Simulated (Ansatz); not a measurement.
GaAs (rock salt, space group No. 225) under volume change, DFT-PBE in the program Ansatz with PAW potentials, scaled uniformly.

```
V (Å³/atom)  E − E(relaxed) (meV/atom)  P (GPa)
-----------  -------------------------  -------
17.843                            41.4     8.25
18.432                            17.3     5.00
19.020                             4.1     2.27
19.608                             0.0     0.00
20.196                             3.7    -1.95
20.785                            13.9    -3.58
21.373                            29.7    -4.96
```

Task: What does a third-order Birch–Murnaghan fit give for V₀, B₀ and B′?

Result: V₀ = 19.60 Å³/atom, B₀ = 70.2 GPa, B′ = 4.7.

Space group Fm-3m (rock salt). A made-up cell: these elements were put on the sites of a structure type; neither database checked (COD, Materials Project) lists it. It is not the phase usual at ambient conditions (space group No. 216). The PBE relaxation kept the symmetry of its start; whether a distortion lowers the energy is not shown.

Potentials: the later of the program's two PAW sets.
